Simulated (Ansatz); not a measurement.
MnC6 in space group P6/mmm (No. 191; C on 6j, Mn on 1b), DFT-PBE+D3(BJ) in the program Ansatz with PAW potentials, all energies at zero smearing, with the estimated change up to a 700 eV cutoff added, with one set of potentials and settings (totals compare only within such a set). Cell of 7 atoms (6 C, 1 Mn): -5402.914 eV.

```json
[
 {"element": "C", "reference phase": "P6_3/mmc, 4 atoms in the cell", "E (eV/atom)": "-251.0887"},
 {"element": "Mn", "reference phase": "I-43m, 29 atoms in the cell, spin-polarised", "E (eV/atom)": "-3899.2359"}
]
```

Formation energy per atom, worked out: (-5402.914 − 6×(-251.0887) − 1×(-3899.2359))/7 = 0.408 eV/atom (39 kJ per mol of atoms), at 0 K, without zero-point energy or fitted corrections.

A made-up cell: these elements were put on the sites of a structure type; neither database checked (COD, Materials Project) lists it. Its standing as an ambient phase is unchecked. The PBE+D3(BJ) relaxation kept the symmetry of its start; its stability against distortions is not shown here. The final state is ferromagnetic, chosen from 4 collinear starts compared on coarse meshes (ties went to the first, and starts can fall back to one state), not a proven ground state. The references are the lowest solids computed at this level, not always the standard phases.

Potentials: the later of the program's two PAW sets.
